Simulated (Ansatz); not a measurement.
BP:
```yaml
crystal:
  lattice:
    - [3.19834, 0.00000, 0.00000]
    - [-1.59917, 2.76984, 0.00000]
    - [0.00000, 0.00000, 7.96777]
  atoms:
    - { symbol: B, position: [0.33333, 0.66667, 0.25000] }
    - { symbol: P, position: [0.66667, 0.33333, 0.25000] }
    - { symbol: P, position: [0.33333, 0.66667, 0.75000] }
    - { symbol: B, position: [0.66667, 0.33333, 0.75000] }
```

Relaxed with r²SCAN+D4. Independent-particle spectrum: no excitons, no local fields, no scissors shift; 0.1 eV broadening; ε₁ of the summed bands alone.

### Question
Tabulate the dielectric function from plane-wave PAW r²SCAN+D4 (Ansatz code).

### Answer


```tsv
E (eV)	ε₁ xx	ε₂ xx	ε₁ zz	ε₂ zz
0.0	16.06	0.00	5.06	0.00
0.4	17.02	0.00	5.27	0.00
0.8	22.96	0.06	6.68	0.01
1.2	8.35	16.90	2.35	4.32
1.6	10.69	9.94	2.42	1.74
2.0	9.95	11.13	2.57	0.93
2.4	10.25	13.63	2.81	0.53
2.8	-3.16	19.71	3.05	0.32
3.2	-4.96	7.22	3.26	0.20
3.6	-2.19	3.64	3.48	0.13
4.0	-0.25	2.12	3.70	0.13
4.4	1.25	1.32	3.91	0.12
4.8	2.58	0.87	4.17	0.13
5.2	3.93	0.59	4.48	0.16
5.6	5.82	0.68	4.88	0.21
6.0	7.41	0.78	5.45	0.30
6.4	11.72	0.92	6.31	0.49
6.8	22.49	17.53	7.99	1.19
7.2	-5.73	21.04	8.61	5.12
7.6	-5.33	10.51	8.56	9.81
8.0	-4.67	7.65	1.49	8.95
8.4	-3.88	5.82	-0.48	5.68
8.8	-3.66	4.86	0.70	3.79
9.2	-3.38	3.97	2.17	2.89
9.6	-3.08	3.27	3.33	5.47
10.0	-2.79	2.68	0.33	6.59
10.4	-2.44	2.28	-0.96	5.38
10.8	-2.22	1.95	-1.42	4.17
11.2	-1.97	1.67	-1.61	3.53
11.6	-1.76	1.45	-2.10	1.43
12.0	-1.58	1.25	0.62	1.45
```

### Question
From ε at 1.6 eV (xx: 10.69 + 9.94i), find n, k, the normal reflectivity and the absorption coefficient.

### Answer
n = 3.56, k = 1.398, R = 37 %, α = 2kE/ħc = 230000 cm⁻¹.

With all bands, ε∞ without local fields is 16.1 (xx = yy), 5.09 (zz).

Space group P6_3/mmc. The start of the workflow was typed in or built on a structure type; neither database checked (COD, Materials Project) lists it. It is not the phase usual at ambient conditions (space group No. 216). The cell was relaxed with r²SCAN+D4 under the symmetry of its start; whether a distortion lowers the energy is not shown.

Potentials: the later of the program's two PAW sets.
